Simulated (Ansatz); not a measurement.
input.yaml

```yaml
crystal:
  lattice:
    - [0.0, 2.0102020718, 2.0102020718]
    - [2.0102020718, 0.0, 2.0102020718]
    - [2.0102020718, 2.0102020718, 0.0]
  atoms:
    - { symbol: Ag, position: [0.0, 0.0, 0.0] }
basis:
  ecutwfc: 500
kpoints:
  mp_grid: { grid: [18, 18, 18] }
hamiltonian:
  xc: r2scan
scf:
  occupations: { method: gaussian, width: 0.1 }
output:
  forces: true
  stress: true
  eigenvalues: true
```

Command:
```bash
ansatz run input.yaml --threads 1 --pin off --max-ram 2560MiB --backend cpu --events-out ev --progress --plain --runs-dir out
```

All numbers below come from Ansatz, DFT r2SCAN, scalar-relativistic, plane waves, PAW.

Part of what the program printed, abridged:

```
Pseudopotentials: kind: paw
Pseudopotential: Ag, paw, valence charge 19, recommended cutoff 500 eV (meta_gga)
Functional definition: r2SCAN
Crystal: 1 atom, lattice volume = 16.246 Å³
Basis set: ecut = 500 eV, 411 PW (Γ), exchange–correlation on 96×96×96 points (64 copies of the dense FFT grid, shifted against one another)
Bands: 14, of which v1, the nominal top of the filled ones, is band 10 counted from 1 (9 counted from 0)
Symmetry: 48 space group operations
Space group: Fm-3m (ITA 225), of the structure as read, at distance tolerance 2.5e-5 Å
k-points: 195 of 5832
Initial density: superposition of atomic densities (neutral atoms: chi_scale 0, normalization atom), corrected by the library's trained network
Initial wavefunctions: pseudopotential atomic-orbital guess
Functional: x = r2scan, c = r2scan; τ floored in thin density (d = 2e-4 eV/Å³)
SCF iter   1: F=—  HF=-7603.927472 eV  |F-HF|=—  |Δ(HF+E_count)|=         —  Δρ=1.10e-2  dr2=1.76e-2  dr2_τ=6.61e-4  ethr=1.77e-3  ⟨swp⟩=4.3  Hψ=13835  notcnv=0
SCF iter   2: F=—  HF=-7603.925515 eV  |F-HF|=—  |Δ(HF+E_count)|=   1.96e-3  Δρ=5.97e-3  dr2=2.02e-3  dr2_τ=5.99e-4  ethr=9.26e-5  ⟨swp⟩=2.3  Hψ=5775  notcnv=0  defer=79
SCF iter   3: F=—  HF=-7603.925231 eV  |F-HF|=—  |Δ(HF+E_count)|=   2.84e-4  Δρ=2.36e-3  dr2=4.24e-4  dr2_τ=2.33e-5  ethr=1.06e-5  ⟨swp⟩=2.4  Hψ=4129  notcnv=0  defer=79
SCF iter   4: F=—  HF=-7603.925175 eV  |F-HF|=—  |Δ(HF+E_count)|=   5.59e-5  Δρ=6.28e-4  dr2=2.68e-5  dr2_τ=3.20e-6  ethr=2.23e-6  ⟨swp⟩=1.0  Hψ=2651  notcnv=0  defer=79
SCF iter   5: F=—  HF=-7603.925175 eV  |F-HF|=—  |Δ(HF+E_count)|=   2.09e-7  Δρ=9.24e-5  dr2=5.26e-7  dr2_τ=8.10e-8  ethr=1.41e-7  ⟨swp⟩=1.2  Hψ=2861  notcnv=0  defer=79
SCF iter   6: F=-7603.925175 eV  HF=-7603.925175 eV  |F-HF|=3.75e-8  |Δ(HF+E_count)|=   3.08e-7  Δρ=1.20e-5  dr2=1.45e-8  dr2_τ=1.32e-9  ethr=5.26e-10  ⟨swp⟩=5.8  Hψ=11709  notcnv=0
SCF 1 converged in 6 iterations: F = -7603.925175 eV  dr2 = 1.45e-8
SCF converged after 6 iterations
Free energy (F): -7603.925175 eV
Harris-Foulkes:  -7603.925175 eV  (|F-HF|=3.75e-8)
Internal energy: -7603.924244 eV  (E = F + TS)
E sigma→0 (E₀):  -7603.924710 eV
Entropy (-TS):   -0.000931 eV (-0.931 meV/atom)
Fermi energy:    18.459152 eV
--- Per-component energies (eV) ---
  E_band       = -235.804792
  E_kinetic    = 528.998354
  E_local      = -2122.266160  (includes V_loc(G=0)·N_el)
  E_nonlocal   = 81.014341
  E_hartree    = 974.105363
  E_xc         = -179.010741
  E_vxc        = -263.725401  (∫ρ·V_xc dr)
  E_paw        = -3922.205858  (= ΣΔE_a)
  E_vpaw       = -426.999408  (= ΣTr[D̂ρ^β])
  E_aug_tail   = 0.000069  (compensation charges beyond the density's cutoff)
  E_vtau       = 18.958824  (kinetic-family band-sum trace: ∫τ·v_τ [+ j·A + Jᵃ·Aᵃ] dr)
  E_ewald      = -2964.050301
  E_core_change = -0.509311  (= ΣΔE_core)
  E_smearing   = -0.000931  (= −TS)
--- Forces (eV/Å), atoms counted from 1 ---
  atom   1  Ag     0.00000000     0.00000000     0.00000000
--- Stress (GPa, compression-positive) ---
        7.657938       0.000000       0.000000
        0.000000       7.657938       0.000000
        0.000000       0.000000       7.657938
  P = ⅓ Tr σ = 7.6579 GPa (76.579 kbar)
--- Band table (eV; the first three rows and the last of 195) ---
  k-point 0: bands = ["-76.3349", "-38.8421", "-38.8421", "-38.8421", "10.1540", "13.1385", "13.1385", "13.1385", "14.2752", "14.2752", "34.9502", "39.0094", "39.0094", "39.0094"]
  k-point 1: bands = ["-76.3342", "-38.8484", "-38.8431", "-38.8431", "10.2584", "13.1134", "13.1684", "13.1684", "14.2634", "14.2634", "34.9933", "38.1814", "39.0739", "39.0739"]
  k-point 2: bands = ["-76.3322", "-38.8664", "-38.8457", "-38.8457", "10.5583", "13.0561", "13.2461", "13.2461", "14.2402", "14.2402", "34.8949", "36.6629", "39.2441", "39.2441"]
  k-point 194: bands = ["-76.3045", "-38.9897", "-38.9694", "-38.9220", "12.1231", "12.5622", "13.1472", "14.3188", "15.4008", "24.1594", "25.6319", "26.1120", "27.3210", "41.3255"]
```

The run converged.

Time: 1.7 s on 1 thread of AMD EPYC 9R45 96-Core Processor (Zen 5), with other jobs on the host, peak memory 0.44 GiB.